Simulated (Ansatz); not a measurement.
A geometry of ZnInGaO4 away from equilibrium: step 2 of the relaxation of a generated cell, ZnInGaO4 placed in the InGaZnO4 structure type. The numbers are results of PBE (plane waves to 420 eV, PAW, scalar-relativistic; Ansatz, a quantum-chemistry and plane-wave program), not measurements. Γ-centred k-mesh 8×8×8 on the run's cell (coarser than for final values), Fermi–Dirac smearing 0.05 eV. The plane waves were selected for a different cell earlier on the path.

```
ZnInGaO4
1.0
    1.66698     0.96243     8.74983
   -1.66698     0.96243     8.74983
    0.00000    -1.92486     8.74983
In Ga Zn O
1 1 1 4
Direct
  0.00074   0.00074   0.00074
  0.21473   0.21473   0.21473
  0.78311   0.78311   0.78311
  0.13164   0.13164   0.13164
  0.87455   0.87455   0.87455
  0.28902   0.28902   0.28902
  0.70621   0.70621   0.70621
```

Question: What forces act on the atoms (eV/Å)?

Answer: 
| atom | Fx | Fy | Fz |
|---|---|---|---|
| In1 | 0.00 | 0.00 | -0.32 |
| Ga2 | 0.00 | 0.00 | -0.56 |
| Zn3 | 0.00 | 0.00 | -0.20 |
| O4 | 0.00 | 0.00 | 1.07 |
| O5 | 0.00 | 0.00 | 0.41 |
| O6 | 0.00 | 0.00 | -0.02 |
| O7 | 0.00 | 0.00 | -0.37 |

The path ends in R3m (No. 160). No spin polarisation in the result.

The run could not lose the symmetry of its start; a randomly shaken copy of 7 atoms returns to this structure.
